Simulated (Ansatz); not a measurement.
Zr (hcp, Mg type)

```
CELL_PARAMETERS angstrom
      3.24591     0.00000     0.00000
     -1.62295     2.81104     0.00000
      0.00000     0.00000     5.15116
ATOMIC_POSITIONS crystal
  Zr 0.33333 0.66667 0.75000
  Zr 0.66667 0.33333 0.25000
```

The slice is a (1 -1 0 0) plane (indices of the conventional cell) through the point (0.667, 0.333, 0.250) (fractional), spanned by u = [110] and v = [001] in vectors of this cell: u (3.25 Å) and v (5.15 Å, at 90° to u). It covers one period; positions are fractions (u, v).

Method: r2SCAN (plane waves to 500 eV, PAW, scalar-relativistic; Ansatz, a quantum-chemistry and plane-wave program). k mesh 16×16×9. These are valence fields of a PAW run, semicore shells included where kept as valence: close to a nucleus they are smooth pseudo fields. The PAW data are Ansatz's earlier set. Zr is run without spin polarisation. Zr was relaxed with its symmetry unable to fall.

Three fields on this plane, each scaled to ten steps between its own extremes (0 low, 9 high; the total valence density on a logarithmic scale, the potential cut 8 eV below its top; x marks points blanked near nuclei; v = 0 in the bottom row):

Map A
```
|xxxx920029xxx|
|xxxx510015xxx|
|xxx72000027xx|
|9852000000258|
|3310000000013|
|1110000000011|
|1111123321111|
|1111357753111|
|222258xx85222|
|222369xx96322|
|222258xx85222|
|1111357753111|
|1111123321111|
|1110000000011|
|3310000000013|
|9852000000258|
|xxx72000027xx|
|xxxx510015xxx|
|xxxx920029xxx|
|xxxxx3003xxxx|
```

Map B
```
|xxxx201102xxx|
|xxxx003300xxx|
|xxx10155101xx|
|4200035530002|
|1111234432111|
|6553210012355|
|9862000000268|
|9951001100159|
|984102xx20148|
|984113xx31148|
|984102xx20148|
|9951001100159|
|9862000000268|
|6553210012355|
|1111234432111|
|4200035530002|
|xxx10155101xx|
|xxxx003300xxx|
|xxxx201102xxx|
|xxxxx0110xxxx|
```

Map C
```
|xxxx026620xxx|
|xxxx047740xxx|
|xxx02688620xx|
|0002578875200|
|3346778877643|
|7777655556777|
|9986421124689|
|9975100001579|
|997300xx00379|
|996300xx00369|
|997300xx00379|
|9975100001579|
|9986421124689|
|7777655556777|
|3346778877643|
|0002578875200|
|xxx02688620xx|
|xxxx047740xxx|
|xxxx026620xxx|
|xxxxx1551xxxx|
```

Q: Assign the maps to these fields: electron localisation function (ELF); valence electron density; electrostatic potential energy of an electron, from the cell's mean.

A: A is the valence electron density; B is the electron localisation function (ELF); C is the electrostatic potential energy of an electron, from the cell's mean.
